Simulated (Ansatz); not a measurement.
VSi₂:
```cif
data_Si6V3
_chemical_formula_sum 'V3 Si6'
_space_group_name_H-M_alt 'P6222'
_space_group_IT_number 180
_space_group_name_Hall 'P 62 2 (0 0 4)'
_cell_length_a 4.49082
_cell_length_b 4.49082
_cell_length_c 6.27675
_cell_angle_alpha 90.000
_cell_angle_beta 90.000
_cell_angle_gamma 120.000
loop_
_atom_site_label
_atom_site_type_symbol
_atom_site_symmetry_multiplicity
_atom_site_Wyckoff_symbol
_atom_site_fract_x
_atom_site_fract_y
_atom_site_fract_z
_atom_site_occupancy
V1 V 3 d 0.50000 0.00000 0.50000 1
Si1 Si 6 j 0.32660 0.16330 0.16667 1
```

Relaxed at zero pressure with plane-wave PAW LDA (Ansatz code).

Task: The volume is raised by 6 % and shape and atoms relax at that volume. What pressure results, and how do the axes share the change?

Result: -10.0 GPa; a 2.1 %, b 2.1 %, c 1.6 %; the energy rises by 24 meV/atom.

Task: Give the new structure.

Result: 
Space group P6₂22 (No. 180); a = b = 4.587 Å, c = 6.378 Å, α = β = 90.00°, γ = 120.00°

| atom | site | symmetry | x | y | z |
|---|---|---|---|---|---|
| V | 3d | 222 | 0.5000 | 0.0000 | 0.5000 |
| Si | 6j | ..2 | 0.3259 | 0.1630 | 0.1667 |

The phase is kept; no other phase was compared at this pressure.

Space group P6_222. Symmetry was held in the LDA relaxation. No spin polarisation was allowed.

Potentials: the later of the program's two PAW sets.
